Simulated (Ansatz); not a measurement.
An Ansatz (a program for electronic structure) input:

Ansatz 0.2 input:
```yaml
crystal:
  lattice:
    - [1.4151349079, 0.81702852, 4.6419354585]
    - [-1.4151349079, 0.81702852, 4.6419354585]
    - [0.0, -1.63405704, 4.6419354585]
  atoms:
    - { symbol: B, position: [0.9943178821, 0.9943178821, 0.9943178821] }
    - { symbol: N, position: [0.1187390343, 0.1187390343, 0.1187390343] }
    - { symbol: Si, position: [0.5042127546, 0.5042127546, 0.5042127546] }
    - { symbol: C, position: [0.632763329, 0.632763329, 0.632763329] }
kpoints:
  mp_grid: { grid: [10, 10, 10] }
basis: { xc_grid: 2 }
hamiltonian:
  xc: pbesol
  pseudopotentials: { azcp: { folder: ./paw }, kind: paw }
scf:
  occupations: { method: fixed }
output:
  optics: { e_range: [0.0, 15.0], de: 0.05, sigma: 0.1, bands: { spectra_wanted_up_to: 12 eV } }
```

Q: How many symmetry operations and irreducible k-points will the run report?

A: 6 operations, 116 of 1000 k-points.

Q: With a cutoff of 420 eV, how many plane waves at Γ?

A: 663.

It took about 60 core-seconds (a rough figure) on shared server cores.

Space group R3m. The start of the workflow was typed in or built on a structure type; neither database checked (COD, Materials Project) lists it. Whether it is the stable phase at ambient conditions was not checked. Symmetry was held in the PBEsol relaxation; whether a distortion lowers the energy is not shown. The volume moved by -19 % from the start of the relaxation.

Potentials: the earlier of the program's two PAW sets. The files were generated under PBE; for other functionals the program regenerates the frozen cores, and for LDA and PBEsol the local potential too.

Ansatz is a plane-wave DFT program.
